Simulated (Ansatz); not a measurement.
Data:

ZrIr:
```cif
data_IrZr
_chemical_formula_sum 'Zr1 Ir1'
_space_group_name_H-M_alt 'Pm-3m'
_space_group_IT_number 221
_space_group_name_Hall '-P 4 2 3'
_cell_length_a 3.26838
_cell_length_b 3.26838
_cell_length_c 3.26838
_cell_angle_alpha 90.000
_cell_angle_beta 90.000
_cell_angle_gamma 90.000
loop_
_atom_site_label
_atom_site_type_symbol
_atom_site_symmetry_multiplicity
_atom_site_Wyckoff_symbol
_atom_site_fract_x
_atom_site_fract_y
_atom_site_fract_z
_atom_site_occupancy
Zr1 Zr 1 b 0.50000 0.50000 0.50000 1
Ir1 Ir 1 a 0.00000 0.00000 0.00000 1
```

This is the PBEsol-relaxed structure.

All from PBEsol in the plane-wave PAW code Ansatz, unless another level is named. Estimate the highest zone-centre frequency.

155 cm^-1.

What about the bulk modulus (Birch–Murnaghan fit)?

208 GPa.

The workflow started from an entry of the Crystallography Open Database (COD). Whether it is the stable phase at ambient conditions was not checked. The cell was relaxed with PBEsol under the symmetry of its start. At this level the phase is mechanically unstable. No spin polarisation was allowed. As this level gives no gap, phonon frequencies hold no LO–TO term and depend on the k-mesh and smearing (Fermi–Dirac, 0.1 eV here). Scalar-relativistic: spin–orbit coupling is off unless named, which matters more the heavier the elements.

Potentials: the later of the program's two PAW sets.
